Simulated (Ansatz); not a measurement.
Generalised stacking fault of PbTe (rock salt) on the {110} plane. The cell below holds the perfect crystal with the plane normal along z; tilting its third vector by the shift puts one fault into each cell, between planes 2.28 Å apart, at fixed cell height.

```
CELL_PARAMETERS angstrom
      4.55579     0.00000     0.00000
      0.00000     6.44286     0.00000
      2.27789     3.22143     6.83368
ATOMIC_POSITIONS crystal
  Te 0.00000 0.00000 0.83333
  Te 0.33333 0.33333 0.16667
  Te 0.66667 0.66667 0.50000
  Pb 0.33333 0.83333 0.16667
  Pb 0.66667 0.16667 0.50000
  Pb 0.00000 0.50000 0.83333
```

In-plane vectors a = (4.556, 0.000) Å, b = (0.000, 6.443) Å, area 29.35 Å². The shift is s times the vector a (length 4.556 Å), so s = 1 restores the start. The shift is rigid: no atom relaxes. γ = [E(shift) − E(0)] / area.

These are PBEsol (plane waves to 420 eV, PAW, scalar-relativistic; Ansatz, an electronic-structure program) values and carry that method's errors. k mesh 7×7×7 (Γ-centred), Fermi-Dirac smearing 0.05 eV. Energies are extrapolated to zero smearing. Compression counts positive. As the smearing reaches across the gap at some points, the k mesh leaves noise in γ, roughly 0.02 J/m² as judged from a few cases. Faults lie only 6.8 Å apart, and holding the cell height and the atoms raises γ above its relaxed value. PbTe was relaxed with its symmetry unable to fall. Spin-orbit coupling is left out, though Pb and Te are heavy. The zero of γ is zero shift.

```
s      γ (J/m²)  σ normal to the fault (GPa)
-----  --------  ---------------------------
0.000      0.00                          0.0
0.083      0.13                          1.5
0.167      0.56                          6.5
0.250      1.29                         15.2
0.333      2.25                         26.7
0.417      3.12                         37.9
0.500      3.49                         42.7
0.583      3.12                         37.9
0.667      2.25                         26.7
0.750      1.29                         15.2
0.833      0.56                          6.5
0.917      0.13                          1.5
```

Read from the data:

| Item | Result |
|---|---|
| Highest computed γ on the line | 3.49 J/m² |
| Position of the highest point | s = 0.500 |
| Local minima between the ends | no computed point is one |
| Steepest slope dγ/d(shift) before the first maximum (spline) | 26 GPa |

(The slope of γ gives the shear force per area between the displaced halves; near zero shift its curvature is an elastic stiffness.)
